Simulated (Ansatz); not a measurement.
Al₃Ni₂:
```cif
data_Al3Ni2
_chemical_formula_sum 'Al3 Ni2'
_space_group_name_H-M_alt 'P 1'
_space_group_IT_number 1
_cell_length_a 4.00844
_cell_length_b 4.00844
_cell_length_c 4.85776
_cell_angle_alpha 90.000
_cell_angle_beta 90.000
_cell_angle_gamma 120.000
loop_
_space_group_symop_operation_xyz
  'x, y, z'
loop_
_atom_site_label
_atom_site_type_symbol
_atom_site_fract_x
_atom_site_fract_y
_atom_site_fract_z
_atom_site_occupancy
Al1 Al 0.00000 0.00000 0.00000 1
Al2 Al 0.33333 0.66667 0.64829 1
Al3 Al 0.66667 0.33333 0.35171 1
Ni1 Ni 0.33333 0.66667 0.14621 1
Ni2 Ni 0.66667 0.33333 0.85379 1
```

Relaxed with r²SCAN.

### Question
Which orbitals make up the states near the Fermi level in DFT-r²SCAN in the program Ansatz with PAW potentials?

### Answer
Within 0.5 eV of the Fermi level: Al 3p 45 %, Ni 3d 40 %, Al 3s 6 %, outside the projected shells 7 %. Projections are on Löwdin-orthogonalised atomic valence shells; empty p or d shells of many metals are not among them.

### Question
Tabulate the density of states.

### Answer
States/eV per cell of 5 atoms, in 0.25 eV bins, energy from the Fermi level.

| E (eV) | total | Ni 3d | Al 3p | Al 3s |
|---|---|---|---|---|
| -7.85 | 0.79 | 0.02 | 0.38 | 0.26 |
| -7.60 | 0.80 | 0.03 | 0.38 | 0.27 |
| -7.35 | 0.92 | 0.04 | 0.44 | 0.32 |
| -7.10 | 1.03 | 0.05 | 0.48 | 0.36 |
| -6.85 | 1.15 | 0.08 | 0.52 | 0.43 |
| -6.60 | 1.31 | 0.11 | 0.55 | 0.52 |
| -6.35 | 1.24 | 0.13 | 0.51 | 0.50 |
| -6.10 | 1.26 | 0.17 | 0.51 | 0.49 |
| -5.85 | 1.36 | 0.22 | 0.56 | 0.48 |
| -5.60 | 1.53 | 0.33 | 0.63 | 0.48 |
| -5.35 | 1.79 | 0.47 | 0.72 | 0.50 |
| -5.10 | 1.83 | 0.60 | 0.66 | 0.48 |
| -4.85 | 2.23 | 0.88 | 0.72 | 0.52 |
| -4.60 | 1.89 | 0.78 | 0.66 | 0.35 |
| -4.35 | 2.04 | 0.90 | 0.74 | 0.28 |
| -4.10 | 2.44 | 1.17 | 0.87 | 0.25 |
| -3.85 | 4.22 | 2.51 | 1.25 | 0.26 |
| -3.60 | 5.29 | 3.45 | 1.42 | 0.23 |
| -3.35 | 4.43 | 3.15 | 0.99 | 0.15 |
| -3.10 | 7.19 | 5.79 | 1.14 | 0.10 |
| -2.85 | 4.14 | 3.38 | 0.65 | 0.03 |
| -2.60 | 7.87 | 6.48 | 1.08 | 0.13 |
| -2.35 | 8.14 | 6.68 | 1.25 | 0.07 |
| -2.10 | 8.63 | 7.49 | 0.91 | 0.06 |
| -1.85 | 15.58 | 14.32 | 0.89 | 0.07 |
| -1.60 | 4.77 | 4.05 | 0.49 | 0.03 |
| -1.35 | 3.38 | 2.39 | 0.73 | 0.07 |
| -1.10 | 3.70 | 2.31 | 1.04 | 0.12 |
| -0.85 | 3.57 | 1.90 | 1.30 | 0.14 |
| -0.60 | 2.16 | 1.02 | 0.87 | 0.11 |
| -0.35 | 1.57 | 0.65 | 0.69 | 0.09 |
| -0.10 | 1.19 | 0.45 | 0.55 | 0.07 |
| 0.15 | 1.17 | 0.47 | 0.53 | 0.06 |
| 0.40 | 1.11 | 0.42 | 0.52 | 0.07 |
| 0.65 | 1.02 | 0.35 | 0.49 | 0.06 |
| 0.90 | 0.96 | 0.31 | 0.49 | 0.06 |
| 1.15 | 0.95 | 0.28 | 0.51 | 0.06 |
| 1.40 | 1.06 | 0.29 | 0.59 | 0.08 |
| 1.65 | 1.36 | 0.37 | 0.73 | 0.14 |
| 1.90 | 1.09 | 0.25 | 0.59 | 0.12 |
| 2.15 | 0.86 | 0.17 | 0.44 | 0.10 |
| 2.40 | 0.87 | 0.16 | 0.34 | 0.17 |
| 2.65 | 1.66 | 0.33 | 0.47 | 0.49 |
| 2.90 | 2.09 | 0.38 | 0.64 | 0.57 |
| 3.15 | 2.42 | 0.39 | 0.83 | 0.57 |
| 3.40 | 2.43 | 0.35 | 0.90 | 0.51 |
| 3.65 | 2.36 | 0.33 | 0.91 | 0.50 |
| 3.90 | 2.36 | 0.30 | 0.96 | 0.50 |
| 4.15 | 2.07 | 0.23 | 0.87 | 0.41 |
| 4.40 | 1.66 | 0.17 | 0.73 | 0.31 |
| 4.65 | 1.92 | 0.19 | 0.90 | 0.33 |

Space group P-3m1 (La2O3 or Ni2Al3 type). The first step of the workflow began from a Materials Project structure, measured or hypothetical; the Crystallography Open Database copy checked does not list it. Whether it is the stable phase at ambient conditions was not checked. The r²SCAN relaxation kept the symmetry of its start; whether a distortion lowers the energy is not shown. No spin polarisation was allowed.

Potentials: the later of the program's two PAW sets.
